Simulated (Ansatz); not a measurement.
OsBrI (Janus 2H monolayer) at its r2SCAN geometry, run in Ansatz 0.2.0 at 4 levels of theory. The calculation is spin-unpolarised, and the structure need not be a phase that has been made.

The LDA input:
```yaml
crystal:
  lattice:
    - [3.753321219, 0.0, 0.0]
    - [-1.8766606095, 3.2504715242, 0.0]
    - [0.0, 0.0, 30.9119133568]
  atoms:
    - { symbol: Os, position: [0.3333333333, 0.6666666667, 0.2845175089] }
    - { symbol: Br, position: [0.6666666667, 0.3333333333, 0.3468768943] }
    - { symbol: I, position: [0.6666666667, 0.3333333333, 0.24205525] }
  periodic: [true, true, false]
kpoints:
  mp_grid: { grid: [12, 12, 1] }
  band_path:
    path:
      - [0.0, 0.0, 0.0]
      - [0.5, 0.0, 0.0]
      - [0.3333333333, 0.3333333333, 0.0]
      - [0.0, 0.5, 0.0]
    npoints: 1
hamiltonian:
  xc: lda
scf:
  occupations: { method: fixed }
  n_extra_bands: 4
output:
  forces: true
  stress: true
  eigenvalues: true
```

Main results, then, where recorded, the levels near the gap in eV from the Fermi energy (columns number the bands from 0), one row a point of the path (Γ, M, K, M):
```
Crystal: 3 atoms, lattice volume = 377.127 Å³
Symmetry: 6 space group operations
Space group: P3m1 (ITA 156)
```
```
Basis set: ecut = 420 eV, 7399 PW (Γ)
k-points: 19 of 144 (time reversal used)
SCF converged after 9 iterations
Free energy (F): -21165.568529 eV
Fermi energy:    -4.524546 eV
--- Forces (eV/Å), atoms counted from 1 ---
  atom   1  Os      0.00000      0.00000    -0.15690
  atom   2  Br      0.00000      0.00000    -0.45539
  atom   3  I       0.00000      0.00000      0.61183
--- 2D stress c σ (N/m, compression-positive) ---
       -2.763867       0.000000       0.000000
        0.000000      -2.763867       0.000000
        0.000000       0.000000       0.000000
  P = ½ c Tr σ = -2.7639 N/m
```
```tsv
band_15	band_16	band_17	band_18	band_19	band_20	band_21	band_22
-2.802	-2.802	-1.089	-0.565	-0.565	1.285	1.285	1.813
-3.122	-2.883	-1.934	-0.707	-0.653	0.510	1.192	2.179
-3.920	-3.266	-1.898	-1.344	0.000	0.750	1.137	3.314
-3.122	-2.883	-1.934	-0.707	-0.653	0.510	1.192	2.179
```

LDA gives an indirect gap of 0.51 eV, from K to M; the least direct gap is 0.75 eV at K.

**Question.** In the first input these blocks are replaced (the band path and keys that only write files left aside):
```yaml
hamiltonian:
  xc: r2scan
```
What comes out?

**Answer.**
```
Basis set: ecut = 500 eV, 9521 PW (Γ)
k-points: 19 of 144 (time reversal used)
SCF converged after 10 iterations
Free energy (F): -21716.216680 eV
Fermi energy:    -4.568443 eV
--- Forces (eV/Å), atoms counted from 1 ---
  atom   1  Os      0.00000      0.00000      0.00235
  atom   2  Br      0.00000      0.00000    -0.00470
  atom   3  I       0.00000      0.00000      0.00236
--- 2D stress c σ (N/m, compression-positive) ---
       -0.016309       0.000000       0.000000
        0.000000      -0.016309       0.000000
        0.000000       0.000000       0.000000
  P = ½ c Tr σ = -0.0163 N/m
```
```tsv
band_15	band_16	band_17	band_18	band_19	band_20	band_21	band_22
-2.867	-2.867	-1.111	-0.565	-0.565	1.595	1.595	2.531
-3.137	-2.960	-1.973	-0.754	-0.663	0.869	1.526	2.684
-3.974	-3.286	-1.866	-1.469	0.000	1.033	1.533	3.850
-3.137	-2.960	-1.973	-0.754	-0.663	0.869	1.526	2.684
```
With r2SCAN the valence top lies at K and the conduction bottom at M, 0.87 eV higher; the smallest vertical gap, at K, is 1.03 eV. The mean stress is close to zero (-0.02 N/m).

HSE06. Against the first input these blocks differ (the band path and keys that only write files left aside):
```yaml
kpoints:
  mp_grid: { grid: [6, 6, 1] }
hamiltonian:
  xc: hse06
```

```
Basis set: ecut = 420 eV, 7399 PW (Γ)
k-points: 7 of 36 (time reversal used)
Exchange kernel: α = 0.2500, screened, ω = 0.2079 Å⁻¹, Wigner–Seitz truncation, v(0) = 1046.5613 eV·Å³, q-mesh 6×6×1
hybrid outer 1: dexx = +8.485e-2 eV, tail = 2.85e-4 eV
hybrid outer 2: dexx = +5.035e-6 eV, tail = 1.44e-7 eV, Δε = 6.94e-3 eV, ΔF = 6.95e-3 eV/Å
hybrid outer 3: dexx = +2.263e-8 eV, tail = 1.25e-9 eV, Δε = 2.69e-4 eV, ΔF = 8.10e-4 eV/Å
hybrid SCF converged: 3 outer / 20 inner (+6 warm-up)
Free energy (F): -21686.207313 eV
Fermi energy:    -5.042236 eV
--- Forces (eV/Å), atoms counted from 1 ---
  atom   1  Os      0.00000      0.00000      0.28748
  atom   2  Br      0.00000      0.00000    -0.27400
  atom   3  I       0.00000      0.00000    -0.01341
--- 2D stress c σ (N/m, compression-positive) ---
       -0.521070       0.000000       0.000000
        0.000000      -0.521070       0.000000
        0.000000       0.000000       0.000000
  P = ½ c Tr σ = -0.5211 N/m
```
```tsv
band_15	band_16	band_17	band_18	band_19	band_20	band_21	band_22
-2.931	-2.931	-1.177	-0.505	-0.505	2.383	2.383	2.963
-3.115	-3.024	-2.134	-0.825	-0.746	1.600	2.368	3.365
-4.087	-3.256	-1.973	-1.662	0.000	1.708	2.397	4.584
-3.115	-3.024	-2.134	-0.825	-0.746	1.600	2.368	3.365
```

With HSE06 the valence top lies at K and the conduction bottom at M, 1.60 eV higher; the smallest vertical gap, at K, is 1.71 eV. With the atoms held, the mean in-plane stress is -0.5 N/m (compression positive). The stress of a hybrid is loosely converged here.

**Question.** In the first input these blocks are replaced (the band path and keys that only write files left aside):
```yaml
kpoints:
  mp_grid: { grid: [6, 6, 1] }
hamiltonian:
  xc: pbe0
```
What comes out?

**Answer.**
```
Basis set: ecut = 420 eV, 7399 PW (Γ)
k-points: 7 of 36 (time reversal used)
hybrid outer 1: dexx = +1.507e-1 eV, tail = 3.73e-4 eV
hybrid outer 2: dexx = +1.429e-5 eV, tail = 2.40e-7 eV, Δε = 4.58e-3 eV, ΔF = 3.01e-2 eV/Å
hybrid outer 3: dexx = +4.147e-8 eV, tail = 1.47e-9 eV, Δε = 3.31e-4 eV, ΔF = 7.86e-4 eV/Å
hybrid SCF converged: 3 outer / 20 inner (+6 warm-up)
Free energy (F): -21682.572118 eV
Fermi energy:    -5.405829 eV
--- Forces (eV/Å), atoms counted from 1 ---
  atom   1  Os      0.00000      0.00000      0.36103
  atom   2  Br      0.00000      0.00000    -0.27926
  atom   3  I       0.00000      0.00000    -0.08167
--- 2D stress c σ (N/m, compression-positive) ---
       -0.423531       0.000000       0.000000
        0.000000      -0.423531       0.000000
        0.000000       0.000000       0.000000
  P = ½ c Tr σ = -0.4235 N/m
```
```tsv
band_15	band_16	band_17	band_18	band_19	band_20	band_21	band_22
-2.956	-2.956	-1.189	-0.516	-0.516	3.114	3.114	3.639
-3.141	-3.053	-2.172	-0.837	-0.762	2.313	3.103	4.085
-4.127	-3.281	-2.009	-1.703	0.000	2.430	3.146	5.317
-3.141	-3.053	-2.172	-0.837	-0.762	2.313	3.103	4.085
```
With PBE0 the valence top lies at K and the conduction bottom at M, 2.31 eV higher; the smallest vertical gap, at K, is 2.43 eV. The mean stress, -0.4 N/m, is small, and the program warns that its thresholds are loose for a hybrid's stress.

The hybrids run on coarser meshes, which limits their stresses and small splittings of levels.

Totals of different functionals can't be compared.

Spin-orbit coupling is left out, which matters wherever the heavy atoms make up the band edges.
